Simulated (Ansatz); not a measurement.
MgO (rock salt, Fm-3m), PBE in the plane-wave PAW code Ansatz, all energies at zero smearing, with the estimated change up to a 700 eV cutoff added, with one set of potentials and settings (totals compare only within such a set). Cell of 2 atoms (1 Mg, 1 O): -2494.143 eV.

```tsv
element	reference phase	E (eV/atom)
Mg	P6_3/mmc, 2 atoms in the cell	-1923.8027
O	C2/m, 4 atoms in the cell, spin-polarised	-565.0042
```

Formation energy per atom, worked out: (-2494.143 − 1×(-1923.8027) − 1×(-565.0042))/2 = -2.668 eV/atom (-257 kJ per mol of atoms), at 0 K, without zero-point energy or fitted corrections.

The PBE relaxation kept the symmetry of its start. The references are the lowest solids computed at this level, not always the standard phases (solids in place of the gases).

Potentials: the earlier of the program's two PAW sets.
